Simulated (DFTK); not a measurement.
# HPbNO4 and the effect of the choice of potentials or basis

Space group P1 (No. 1). a = 3.858 Å, b = 5.535 Å, c = 6.055 Å, α = 106.62°, β = 93.97°, γ = 90.45°
| atom | site | symmetry | x | y | z |
| --- | --- | --- | --- | --- | --- |
| H | 1a | 1 | 0.1091 | 0.6572 | 0.5446 |
| Pb | 1a | 1 | 0.6103 | 0.5213 | 0.1510 |
| N | 1a | 1 | 0.9158 | 0.9626 | 0.9587 |
| O | 1a | 1 | 0.0138 | 0.1364 | 0.8808 |
| O | 1a | 1 | 0.7240 | 0.0106 | 0.1286 |
| O | 1a | 1 | 0.0039 | 0.7373 | 0.8704 |
| O | 1a | 1 | 0.1193 | 0.5932 | 0.3765 |

The cell comes from a database or a generator and needn't be the stable form of this composition.

Kept alike: task band structure; functional PBE; k mesh 5 × 3 × 3; occupations fermi-dirac, width 0.05 eV; no spin polarisation. Program: DFTK. Cutoffs run from 1143 to 1252 eV. The mesh is that of the run's cell of 7 atoms. No spin-orbit coupling.

| choice of potentials or basis | band gap (eV) |
| --- | --- |
| PseudoDojo SR PBE 0.4.1 standard (PBE) | 3.102 |
| SPMS 1.0 (PBE) | 3.098 |
| in-house norm-conserving set (PBE, scalar relativistic) | 3.124 |

Spin-orbit coupling, left out here, moves the band edges of heavy atoms and can close or invert small gaps. Runs of this series that gave no sound value for these columns are left out. Gaps are the smaller of the mesh's and the band path's.

Question: What does the choice of potentials or basis change here?

Answer: The band gap runs from 3.098 (SPMS 1.0 (PBE)) to 3.124 eV (in-house norm-conserving set (PBE, scalar relativistic)).
